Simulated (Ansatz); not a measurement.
BAs (zinc blende, F-43m), DFT-PBEsol in the program Ansatz with PAW potentials. The conduction-band minimum lies on the Γ–X line, 80 % of the way from Γ, with 6 equivalent valleys. Second derivatives d²E/dk² of the lowest band at one valley (eV·Å²), along Cartesian directions:

```csv
direction,d²E/dk²
[100],6.967
[010],36.04
[001],36.04
[110],21.51
[101],21.51
[011],35.96
```

### Question
Find the principal effective masses, the density-of-states mass and the conductivity mass.

### Answer
Off-diagonal terms follow from H_xy = H[110] − (H_xx + H_yy)/2, and m*/mₑ = 7.620 eV·Å² over each eigenvalue: 0.21, 0.21, 1.1. One valley's DOS mass (m₁m₂m₃)^(1/3) = 0.37, conductivity mass 3/(Σ 1/mᵢ) = 0.29 mₑ.

### Question
What effective density of states Nc follows at 300 K for parabolic valleys?

### Answer
Nc = 2.509e19 × 6 × (0.37)^(3/2) ≈ 3.4e19 cm⁻³.

The cell was relaxed with PBEsol under the symmetry of its start. Spin–orbit coupling is left out wherever it is not named.

Potentials: the later of the program's two PAW sets.

Edges and masses are those of Kohn–Sham bands, whose gap is no quasiparticle gap.
